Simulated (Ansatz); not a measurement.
This guess for Be3B2Cl3 is about to be relaxed.

```
CELL_PARAMETERS angstrom
5.77593 0.00000 0.00000
-2.88797 5.00211 0.00000
0.00000 0.00000 4.70906
ATOMIC_POSITIONS crystal
Be 0.50000 0.00000 0.50000
Be 0.00000 0.50000 0.50000
Be 0.50000 0.50000 0.50000
B 0.33333 0.66667 0.00000
B 0.66667 0.33333 0.00000
Cl 0.50000 0.00000 0.00000
Cl 0.00000 0.50000 0.00000
Cl 0.50000 0.50000 0.00000
```

The calculation used DFT PBE, scalar-relativistic, plane waves, PAW in Ansatz 0.2.0. Cutoff 420 eV, Gaussian smearing, Γ-centred meshes. Cell and atoms relax first on a coarse mesh and then on a finer one. In between, the cell is made exact in the group found at 0.06 Å. In metals the finer mesh still leaves noise of several meV/atom or more. The steps can't lower the symmetry of their start. No spin polarisation.

A guess keeps its type if space group and coordination stay and the shape of the cell changes little (axis ratios within about 15 %, angles within 6°); the volume may change.

Question: Will the relaxed cell still be of the starting type?

Answer: It keeps its type. The symmetry stays P6/mmm (No. 191). The volume per atom grows by 37.7 %, from 17.0 to 23.4 Å³. The shortest distance goes from 1.67 Å (B–Cl) to 1.91 Å (B–Cl). The ratio c/a of the conventional cell changes by a factor of 0.91. Counting neighbours within 15 % of an atom's shortest distance, the start has B 3, Be 2, Cl 2 and the end B 3, Be 2, Cl 2.

The zero of energy is the elements' standard structures at the same level (Cl₂ as a molecule); no fitted shifts are applied.

Question: At what energy does it end?

Answer: +1.60 eV/atom. A positive value: parting into the elements would lower its energy.

The last run used a 6×6×8 mesh (in the run's order of axes) for its 8-atom cell and Gaussian smearing of 0.10 eV. An odd number of electrons in the primitive cell allows no gap without spin; a larger cell or a magnetic state could open one. The cell is a metal run without spin; a magnetic state may lie lower. A structure relaxed within its symmetry needn't be a true minimum.
